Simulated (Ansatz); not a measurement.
Nb$_{3}$Sn (A15 (Cr3Si type), Pm-3n) at seven volumes, PBE in the plane-wave PAW code Ansatz, scaled uniformly. One row is withheld.

```json
[
 {"V (Å³/atom)": "17.116", "P (GPa)": "?"},
 {"V (Å³/atom)": "17.680", "P (GPa)": "11.43"},
 {"V (Å³/atom)": "18.245", "P (GPa)": "5.27"},
 {"V (Å³/atom)": "18.809", "P (GPa)": "0.00"},
 {"V (Å³/atom)": "19.373", "P (GPa)": "-4.51"},
 {"V (Å³/atom)": "19.937", "P (GPa)": "-8.36"},
 {"V (Å³/atom)": "20.502", "P (GPa)": "-11.65"}
]
```

### Question
Fit the shown pressures and predict the withheld one.

### Answer
P = (3/2)B₀(x^(7/2) − x^(5/2))[1 + (3/4)(B′ − 4)(x − 1)] with x = (V₀/V)^(2/3). Least squares on the six rows gives V₀ = 18.809 Å³/atom, B₀ = 162 GPa, B′ = 4.22. At V = 17.116, x = 1.0649 and P = 18.65 GPa. The run itself gave 18.63 GPa.

The PBE relaxation kept the symmetry of its start. No spin polarisation was allowed. Scalar-relativistic: spin–orbit coupling is off unless named, which matters more the heavier the elements.

Potentials: the earlier of the program's two PAW sets.
